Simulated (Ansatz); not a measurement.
## Data sheet: NbAg (DFT)

NbAg:
```
CELL_PARAMETERS angstrom
      0.00000     2.69062     2.69062
      2.69062     0.00000     2.69062
      2.69062     2.69062     0.00000
ATOMIC_POSITIONS crystal
  Ag 0.00000 0.00000 0.00000
  Nb 0.50000 0.50000 0.50000
```

Space group Fm-3m (No. 225), rock salt; conventional cell a = b = c = 5.3812 Å, α = β = γ = 90.00°.

Method: PBEsol in the plane-wave PAW code Ansatz. The cell and atoms are relaxed at this level. Other levels are named where they apply.

### Cell and energy

```
Property                                                      Value
-----------------------------------------------------  ------------
Volume per atom                                            19.48 Å³
Density                                                  8.56 g/cm³
Formation energy from the elements (no fitted shifts)  1.19 eV/atom
```

### Electronic structure

```
Item                                                                       Result
------------------------------------  -------------------------------------------
Electronic character                                            metallic (no gap)
Density of states at the Fermi level  1.5 states/eV per atom (mean over ±0.08 eV)
Gap with spin–orbit coupling                                      none (metallic)
```

### Mechanics

```
Property                                                                Value
-------------------------------------  --------------------------------------
Bulk modulus (Birch–Murnaghan fit)                                    135 GPa
Pressure derivative B′                                                    4.7
Elastic constants (relaxed ions, GPa)      C11 = 292, C12 = 56.4, C44 = -12.4
Mechanical stability                   unstable (C has a negative eigenvalue)
```

### Phonons

```
Quantity                                       Result
-----------------------------  ----------------------
Highest zone-centre frequency                175 cm⁻¹
Zone-centre stability          no imaginary mode at Γ
```

The start of the workflow was typed in or built on a structure type; neither database checked (COD, Materials Project) lists it. Whether it is the stable phase at ambient conditions was not checked. Symmetry was held in the PBEsol relaxation. The run is not spin-polarised. Its formation energy is positive at this level, so the cell may be metastable or incomplete. As this level gives no gap, shear constants depend on the k-mesh and smearing (Fermi–Dirac, 0.1 eV here). As this level gives no gap, phonon frequencies hold no LO–TO term and depend on the k-mesh and smearing (Fermi–Dirac, 0.1 eV here). The references are the lowest solids computed at this level, not always the standard phases. Scalar-relativistic: spin–orbit coupling is off unless named, which matters more the heavier the elements.

Potentials: the earlier of the program's two PAW sets. The files were generated under PBE; for other functionals the program regenerates the frozen cores, and for LDA and PBEsol the local potential too.
